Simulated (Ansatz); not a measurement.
Al4B3P: rattling a relaxed structure

It was reached by relaxing an invented guess, and it needn't be the stable form of this composition.

Method: Ansatz 0.2.0, DFT PBE, scalar-relativistic, plane waves, PAW. Plane waves to 420 eV, a k mesh through Γ of 12×12×4 on the computed 8-atom cell and Gaussian smearing (0.10 eV); no spin polarisation.

The cell below (8 atoms, space group P-3m1 (No. 164)) is relaxed within its symmetry.

```xyz
8
Lattice="3.5093 0.0000 0.0000 -1.7547 3.0392 0.0000 0.0000 0.0000 9.6093" Properties=species:S:1:pos:R:3 pbc="T T T"
Al    1.7547    1.0131    3.2240
Al    1.7547    1.0131    8.3984
Al    0.0000    2.0261    6.3853
Al    0.0000    2.0261    1.2109
B     0.0000    0.0000    0.0000
B     0.0000    0.0000    7.8736
B     0.0000    0.0000    1.7357
P     0.0000    0.0000    4.8047
```

For the test it was strained at random (σ = 1.5 % a component), the atoms were moved at random (σ = 0.05 Å), and all was relaxed again on a coarse 6×6×2 mesh (in the run’s order of axes) with 0.20 eV smearing, with no symmetry imposed.

Task: What happens?

Result: It doesn't return. The energy falls by 68 meV/atom on that mesh, the volume changes by 0.2 %, and the end has space group Cm (No. 8) at a loose tolerance. Relaxed again on a 10×10×4 mesh with 0.10 eV smearing, the new structure lies 68 meV/atom below the first (mesh in the axes of the run's cell; the cell below is made exact in the group named). Space group Cm (No. 8), monoclinic, a = 6.272 Å, b = 3.454 Å, c = 9.495 Å, β = 96.0°. Al on its first site is surrounded by 2 B at 2.37 Å, 3 P at 2.53–2.57 Å, 1 B at 2.67 Å and 4 Al at 2.75–2.98 Å; around Al on its second site lie 3 B at 2.10–2.14 Å, 3 B at 2.32–2.35 Å and 1 Al at 2.58 Å; B on its first site is surrounded by 2 B at 1.73–1.77 Å and 6 Al at 2.32–2.39 Å; P is surrounded by 6 Al at 2.41–2.57 Å; 4 more sites not described.

```yaml
crystal:
  lattice:
    - [3.13624, -1.72725, 0.00000]
    - [3.13624, 1.72725, 0.00000]
    - [-0.99957, 0.00000, 9.44188]
  atoms:
    - { symbol: Al, position: [0.45576, 0.45576, 0.33577] }
    - { symbol: Al, position: [0.34385, 0.34385, 0.87992] }
    - { symbol: Al, position: [0.53020, 0.53020, 0.65045] }
    - { symbol: Al, position: [0.73171, 0.73171, 0.12855] }
    - { symbol: B, position: [0.04090, 0.04090, 0.00121] }
    - { symbol: B, position: [0.01213, 0.01213, 0.81834] }
    - { symbol: B, position: [0.06822, 0.06822, 0.18872] }
    - { symbol: P, position: [0.81243, 0.81243, 0.49704] }
```
